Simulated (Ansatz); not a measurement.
SiRh:
```
SiRh
1.0
    5.53584     0.00000     0.00000
    0.00000     3.06096     0.00000
    0.00000     0.00000     6.37036
Si Rh
4 4
Direct
  0.18505   0.25000   0.44393
  0.81495   0.75000   0.55607
  0.31495   0.75000   0.94393
  0.68505   0.25000   0.05607
  0.00313   0.25000   0.79807
  0.99687   0.75000   0.20193
  0.49687   0.75000   0.29807
  0.50313   0.25000   0.70193
```

Relaxed with PBEsol.

Task: Map the electron localisation function on the plane through (0.185, 0.250, 0.444) spanned by u = [1, 0, 0] and v = [0, 0, 1] in lattice vectors, from PBEsol (plane waves, PAW; program Ansatz).

Result: x is the fraction of u, y of v (the angle between them is 90°; rows are the nearest grid lines); atoms in the plane: Si at (0.00, 0.00), Si at (0.50, 0.61), Rh at (0.82, 0.35), Rh at (0.32, 0.26).
```
|74358875322211100000123552137|
|42258864322111000000124553224|
|33577643222211000000124677753|
|65666543222222110001123578876|
|54333222233444433222222345555|
|32211122345666654433222333333|
|11100112356787666654332222221|
|00000012467753224677543221110|
|00000012456422223577643221110|
|11000012455313643688753222211|
|22111123466532234788642222222|
|33322234578875457986421112223|
|33444333456789999753346665433|
|23444332333467887533578987532|
|22333222333333565324789999742|
|12322357888742133225899999741|
|12322479999863123224899999731|
|23322589999974223322467765322|
|45432479999974223322234433234|
|67643368999863234433222233456|
|99986433444432334443345679999|
|67898632222222333333345789876|
|43368864322222111001124554224|
|74358875322211100000123552137|
```
Scale: ten equal steps from 0.059 (start of '0') to 0.777 (end of '9'), in the order '0123456789'; x runs from 0.000 to 1.00, y from 0.000 (bottom) to 1.00 (top).

The density is the valence pseudo-density with augmentation charge, so density and ELF within about 1 Å of a nucleus are not all-electron values.

Space group Pnma. The first step of the workflow began from a Materials Project structure, measured or hypothetical; the Crystallography Open Database copy checked does not list it. COD files the formula under space group No. 14, so this cell is another polymorph or a model. Whether it is the stable phase at ambient conditions was not checked. Symmetry was held in the PBEsol relaxation; its stability against distortions is not shown here. The run is not spin-polarised.

Potentials: the later of the program's two PAW sets.
